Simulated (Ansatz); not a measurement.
**Does relaxation matter for the field gradients of MoS2 with Te replacing S?**

Start: a supercell of MoS2 (space group P6_3/mmc) built from an entry of the Crystallography Open Database (COD), with all atoms left at the host's positions.

```
Mo Te S
1.0
     9.50700    0.00000    0.00000
    -4.75350    8.23330    0.00000
     0.00000    0.00000   12.32400
Mo Te S
18 1 35
Direct
  0.11111 0.22222 0.25000
  0.11111 0.55556 0.25000
  0.11111 0.88889 0.25000
  0.44444 0.22222 0.25000
  0.44444 0.55556 0.25000
  0.44444 0.88889 0.25000
  0.77778 0.22222 0.25000
  0.77778 0.55556 0.25000
  0.77778 0.88889 0.25000
  0.22222 0.11111 0.75000
  0.22222 0.44444 0.75000
  0.22222 0.77778 0.75000
  0.55556 0.11111 0.75000
  0.55556 0.44444 0.75000
  0.55556 0.77778 0.75000
  0.88889 0.11111 0.75000
  0.88889 0.44444 0.75000
  0.88889 0.77778 0.75000
  0.11111 0.22222 0.62300
  0.11111 0.55556 0.62300
  0.11111 0.88889 0.62300
  0.44444 0.22222 0.62300
  0.44444 0.55556 0.62300
  0.44444 0.88889 0.62300
  0.77778 0.22222 0.62300
  0.77778 0.55556 0.62300
  0.77778 0.88889 0.62300
  0.22222 0.11111 0.12300
  0.22222 0.44444 0.12300
  0.22222 0.77778 0.12300
  0.55556 0.11111 0.12300
  0.55556 0.44444 0.12300
  0.55556 0.77778 0.12300
  0.88889 0.11111 0.12300
  0.88889 0.44444 0.12300
  0.88889 0.77778 0.12300
  0.11111 0.22222 0.87700
  0.11111 0.55556 0.87700
  0.11111 0.88889 0.87700
  0.44444 0.22222 0.87700
  0.44444 0.55556 0.87700
  0.44444 0.88889 0.87700
  0.77778 0.22222 0.87700
  0.77778 0.55556 0.87700
  0.77778 0.88889 0.87700
  0.22222 0.11111 0.37700
  0.22222 0.44444 0.37700
  0.22222 0.77778 0.37700
  0.55556 0.11111 0.37700
  0.55556 0.44444 0.37700
  0.55556 0.77778 0.37700
  0.88889 0.11111 0.37700
  0.88889 0.44444 0.37700
  0.88889 0.77778 0.37700
```

Atoms are numbered from 1 in the order listed; like atoms form one site, named after its first atom.

Method: Kohn–Sham DFT in Ansatz, PBE, plane waves and PAW, scalar-relativistic, 420 eV cutoff, Γ-centred 3×3×2 k-points, Fermi–Dirac smearing 0.01 eV.

The largest force at the start is 8.9 eV/Å. Relaxing the ions at fixed cell moves them by 0.343 Å at most (atom 19, Te) and 0.059 Å rms.

```csv
site,atom,moved (Å),first shell before,first shell after,V_zz before (10²¹ V/m²),η before
Mo6,6,0.022,6 S at 2.41 Å,6 S at 2.41 Å,-7.57,0.00
Mo10,10,0.052,"5 S at 2.41 Å, 1 Te at 2.41 Å","5 S at 2.40 Å, 1 Te at 2.69 Å",-9.40,0.00
Mo12,12,0.052,6 S at 2.41 Å,6 S at 2.40–2.41 Å,-7.58,0.04
Mo14,14,0.037,6 S at 2.41 Å,6 S at 2.40–2.41 Å,-7.42,0.04
Te,19,0.343,3 Mo at 2.41 Å,3 Mo at 2.69 Å,-29.0,0.00
S20,20,0.049,3 Mo at 2.41 Å,3 Mo at 2.40–2.41 Å,-5.53,0.19
S37,37,0.027,3 Mo at 2.41 Å,3 Mo at 2.40 Å,-4.55,0.00
S38,38,0.041,3 Mo at 2.41 Å,3 Mo at 2.40–2.41 Å,-5.08,0.12
S42,42,0.047,3 Mo at 2.41 Å,3 Mo at 2.41 Å,-5.45,0.00
S46,46,0.039,3 Mo at 2.41 Å,3 Mo at 2.40–2.41 Å,-4.97,0.02
```

**Question.** What are V_zz and η after the relaxation?

**Answer.** 

| site | atom | V_zz after | η after | change of V_zz |
| --- | --- | --- | --- | --- |
| Mo6 | 6 | -7.72 | 0.00 | -0.15 |
| Mo10 | 10 | -6.80 | 0.05 | +2.60 |
| Mo12 | 12 | -7.59 | 0.14 | -0.01 |
| Mo14 | 14 | -7.39 | 0.10 | +0.03 |
| Te | 19 | -13.42 | 0.00 | +15.61 |
| S20 | 20 | -5.54 | 0.16 | -0.01 |
| S37 | 37 | -5.64 | 0.00 | -1.09 |
| S38 | 38 | -5.04 | 0.14 | +0.04 |
| S42 | 42 | -5.24 | 0.00 | +0.21 |
| S46 | 46 | -4.84 | 0.05 | +0.13 |

The largest change of V_zz is on Te, from -29.0 to -13.42. In per cent, |V_zz| changes by -28 to +2 on Mo, -54 on Te, -4 to +24 on S (all sites that start above 0.5). On S38 V_xx and V_yy change places (or their axes turn by over 50°), so the two values of η hide a larger change. The table leaves out 11 of the 21 sites, with |V_zz| up to 7.72; their tensors move by 0.17 at most along any direction. The statements above cover all sites. The host's own positions weren't relaxed first, so part of the change far from the defect can be the host's relaxation.

The defect repeats with the cell of 54 atoms, so it feels its images: sites between two images don't show the values beside a lone defect, and zeros or small values of η there can come from the images' arrangement. Mo and S carry a gradient in the pure host already, so the values there aren't the defect's effect alone. Without spin–orbit coupling the gradients at and beside Te can be off by some per cent, at some sites by more.
Before: The neighbours have not yet relaxed around the defect (largest force 8.9 eV/Å), so the values at and beside it are those of a strained start, not of the defect in a real crystal.
After: The relaxation keeps the site symmetry 3m of the start, so the impurity can move only along its axis; a start off the site could end lower.
